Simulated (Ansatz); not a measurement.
V4GeS8:
```cif
data_GeS8V4
_chemical_formula_sum 'V4 Ge1 S8'
_space_group_name_H-M_alt 'P 1'
_space_group_IT_number 1
_cell_length_a 6.72753
_cell_length_b 6.72753
_cell_length_c 6.72753
_cell_angle_alpha 60.000
_cell_angle_beta 60.000
_cell_angle_gamma 60.000
loop_
_space_group_symop_operation_xyz
  'x, y, z'
loop_
_atom_site_label
_atom_site_type_symbol
_atom_site_fract_x
_atom_site_fract_y
_atom_site_fract_z
_atom_site_occupancy
V1 V 0.94215 0.35262 0.35262 1
V2 V 0.35262 0.94215 0.35262 1
V3 V 0.35262 0.35262 0.35262 1
V4 V 0.35262 0.35262 0.94215 1
Ge1 Ge 0.75000 0.75000 0.75000 1
S1 S 0.16244 0.61252 0.61252 1
S2 S 0.61252 0.16244 0.61252 1
S3 S 0.61252 0.61252 0.61252 1
S4 S 0.61252 0.61252 0.16244 1
S5 S 0.64271 0.11910 0.11910 1
S6 S 0.11910 0.64271 0.11910 1
S7 S 0.11910 0.11910 0.11910 1
S8 S 0.11910 0.11910 0.64271 1
```
The run is spin-polarised; directions of the spins, atom by atom: ↑ ↑ ↑ ↑ 0 0 0 0 0 0 0 0 0.

Relaxed with PBEsol.

**Question.** Which orbitals make up the states near the Fermi level in the program Ansatz at the PBEsol level (PAW)?

**Answer.** Within 0.5 eV of the Fermi level: V 3d 83 %, S 3p 10 %. Projections are on Löwdin-orthogonalised atomic valence shells; empty p or d shells of many metals are not among them.

**Question.** Tabulate the density of states.

**Answer.** States/eV per cell of 13 atoms, in 0.25 eV bins, energy from the Fermi level.

| E (eV) | total | S 3p | V 3d | Ge 4p |
|---|---|---|---|---|
| -7.85 | 0.00 | 0.00 | 0.00 | 0.00 |
| -7.60 | 0.00 | 0.00 | 0.00 | 0.00 |
| -7.35 | 0.00 | 0.00 | 0.00 | 0.00 |
| -7.10 | 0.00 | 0.00 | 0.00 | 0.00 |
| -6.85 | 0.98 | 0.70 | 0.08 | 0.16 |
| -6.60 | 4.41 | 3.09 | 0.36 | 0.63 |
| -6.35 | 4.80 | 3.35 | 0.40 | 0.62 |
| -6.10 | 3.52 | 2.50 | 0.30 | 0.37 |
| -5.85 | 5.96 | 4.37 | 0.64 | 0.42 |
| -5.60 | 8.34 | 6.16 | 1.21 | 0.30 |
| -5.35 | 11.99 | 9.45 | 1.43 | 0.30 |
| -5.10 | 8.54 | 6.44 | 1.16 | 0.16 |
| -4.85 | 5.57 | 4.07 | 0.86 | 0.12 |
| -4.60 | 8.33 | 5.75 | 1.52 | 0.50 |
| -4.35 | 8.06 | 5.54 | 1.47 | 0.50 |
| -4.10 | 5.89 | 4.35 | 0.87 | 0.26 |
| -3.85 | 9.32 | 6.83 | 1.61 | 0.19 |
| -3.60 | 13.98 | 9.79 | 3.03 | 0.16 |
| -3.35 | 15.57 | 10.70 | 3.88 | 0.14 |
| -3.10 | 23.09 | 15.27 | 6.67 | 0.18 |
| -2.85 | 5.35 | 3.57 | 1.51 | 0.03 |
| -2.60 | 9.06 | 6.30 | 2.32 | 0.09 |
| -2.35 | 13.90 | 10.69 | 2.39 | 0.24 |
| -2.10 | 8.73 | 6.84 | 1.33 | 0.17 |
| -1.85 | 5.79 | 4.36 | 1.07 | 0.12 |
| -1.60 | 2.59 | 1.74 | 0.65 | 0.07 |
| -1.35 | 2.35 | 0.98 | 1.15 | 0.04 |
| -1.10 | 3.10 | 0.75 | 2.09 | 0.04 |
| -0.85 | 4.11 | 0.73 | 3.13 | 0.02 |
| -0.60 | 7.66 | 1.06 | 6.31 | 0.01 |
| -0.35 | 7.62 | 0.82 | 6.45 | 0.05 |
| -0.10 | 9.16 | 0.75 | 7.79 | 0.17 |
| 0.15 | 6.14 | 0.56 | 5.03 | 0.15 |
| 0.40 | 8.74 | 0.92 | 6.97 | 0.17 |
| 0.65 | 2.11 | 0.58 | 0.89 | 0.12 |
| 0.90 | 3.14 | 0.66 | 1.69 | 0.16 |
| 1.15 | 8.32 | 0.63 | 6.37 | 0.44 |
| 1.40 | 7.92 | 0.55 | 6.27 | 0.41 |
| 1.65 | 14.23 | 2.83 | 9.96 | 0.42 |
| 1.90 | 17.98 | 4.65 | 11.61 | 0.37 |
| 2.15 | 13.37 | 3.68 | 8.35 | 0.21 |
| 2.40 | 13.93 | 4.20 | 8.41 | 0.26 |
| 2.65 | 11.53 | 3.63 | 6.59 | 0.34 |
| 2.90 | 8.92 | 2.66 | 4.67 | 0.64 |
| 3.15 | 5.42 | 1.73 | 2.59 | 0.39 |
| 3.40 | 8.62 | 3.06 | 3.81 | 0.57 |
| 3.65 | 6.68 | 2.39 | 2.90 | 0.48 |
| 3.90 | 3.69 | 1.12 | 0.93 | 0.85 |
| 4.15 | 5.52 | 1.69 | 1.07 | 1.54 |
| 4.40 | 3.30 | 0.94 | 0.50 | 1.14 |
| 4.65 | 3.74 | 1.13 | 0.47 | 1.40 |

Space group F-43m. The first step of the workflow began from a Materials Project structure, measured or hypothetical; the Crystallography Open Database copy checked does not list it. Its standing as an ambient phase is unchecked. The cell was relaxed with PBEsol under the symmetry of its start; its stability against distortions is not shown here. Magnetic state: ferromagnetic, the only order run, not a proven ground state. No Hubbard U is applied. The compound may be a true metal, but semilocal functionals without U, or a wrong spin order, can also close a gap. Scalar-relativistic: spin–orbit coupling is off unless named, which matters more the heavier the elements.

Potentials: the later of the program's two PAW sets.
